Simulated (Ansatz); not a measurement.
A geometry of HfSiO$_{4}$ away from equilibrium: step 4 of the relaxation of a randomly generated symmetric cell of HfSiO4 (space group No. 166). All values below come from r2SCAN (plane waves to 500 eV, PAW, scalar-relativistic; Ansatz, an electronic-structure program). Γ-centred k-mesh 8×8×8 on the run's cell (coarser than for final values), Fermi–Dirac smearing 0.05 eV. The plane waves were selected for a different cell earlier on the path.

```
HfSiO4
1.0
    1.63530     0.94414     6.64277
   -1.63530     0.94414     6.64277
    0.00000    -1.88828     6.64277
Hf O Si
1 4 1
Direct
  0.00000   0.00000   0.00000
  0.28541   0.28541   0.28541
  0.71459   0.71459   0.71459
  0.14963   0.14963   0.14963
  0.85037   0.85037   0.85037
  0.50000   0.50000   0.50000
```

**Question.** Give the Cartesian forces on all atoms (eV/Å).

**Answer.** 
```json
[
 {"atom": "Hf1", "Fx": "0.00", "Fy": "0.00", "Fz": "0.00"},
 {"atom": "O2", "Fx": "0.00", "Fy": "0.00", "Fz": "1.19"},
 {"atom": "O3", "Fx": "0.00", "Fy": "0.00", "Fz": "-1.19"},
 {"atom": "O4", "Fx": "0.00", "Fy": "0.00", "Fz": "-5.13"},
 {"atom": "O5", "Fx": "0.00", "Fy": "0.00", "Fz": "5.13"},
 {"atom": "Si6", "Fx": "0.00", "Fy": "0.00", "Fz": "0.00"}
]
```

The path ends in R-3m (No. 166). No spin polarisation in the result. No dispersion correction is included, so spacings between layers, chains or molecules are soft and tend to come out too large.

The run could not lose the symmetry of its start, so the end can be a saddle point.

The end of the path is a generated cell of HfSiO4: the first start was made by a random draw of sites in a space group, and the end was not matched to a known phase here, so it may be hypothetical.
